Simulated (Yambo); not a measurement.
Excitons in NaCoO2

```
NaCoO2
1.0
    2.87719     0.00000     0.00000
   -1.43860     2.49172     0.00000
    0.00000     0.00000    10.38986
O Na Co
4 2 2
Direct
  0.33333   0.66667   0.40482
  0.66667   0.33333   0.59518
  0.66667   0.33333   0.90482
  0.33333   0.66667   0.09518
  0.66667   0.33333   0.25000
  0.33333   0.66667   0.75000
  0.00000   0.00000   0.50000
  0.00000   0.00000   0.00000
```

The geometry is that of Materials Project entry mp-867515, symmetrised and not relaxed again.

BSE in Yambo on PBEsol (pw.x of Quantum ESPRESSO, ONCV potentials, scalar-relativistic) bands: 9×9×2 mesh, 10 valence and 5 conduction bands, static screening with 65 bands and a 3 Ry block, scissor 0.80 eV, Tamm-Dancoff; field along x.

```csv
state,energy (eV),states within 2 meV,relative strength,class,main transitions
1,0.83,2,< 0.01,dark,several band pairs
2,0.85,2,< 0.01,dark,several band pairs
3,0.91,1,< 0.01,dark,several band pairs
4,0.94,1,< 0.01,dark,several band pairs
5,1.31,1,< 0.01,dark,VB → CB (88 %)
6,1.32,2,< 0.01,dark,VB → CB (88 %)
```

These are vertical excitations (zero momentum); the indirect quasiparticle gap, about 1.53 eV, is smaller than the direct one (1.80 eV on the GW mesh). The direct quasiparticle gap on this mesh is 1.56 eV; counted from there, state 1 is bound by 0.73 eV. On a 6×6×1 mesh the same difference is 1.00 eV, so it isn't converged.

Spin singlets only. Strengths are relative to the strongest of the lowest states of this run; strong means a line over 3 % of the spectrum's maximum, dark under 0.03 %. Absolute energies carry the error of the G0W0 scissor, whose convergence isn't established; the long-wavelength screening was taken along (1,1,1) although the crystal is anisotropic.

The 3d shell has no Hubbard U; the runs are without spin polarisation, and magnetic order was not tried.

The structure is a Materials Project entry; no match was found in the copy of COD used, and its stability was not checked.
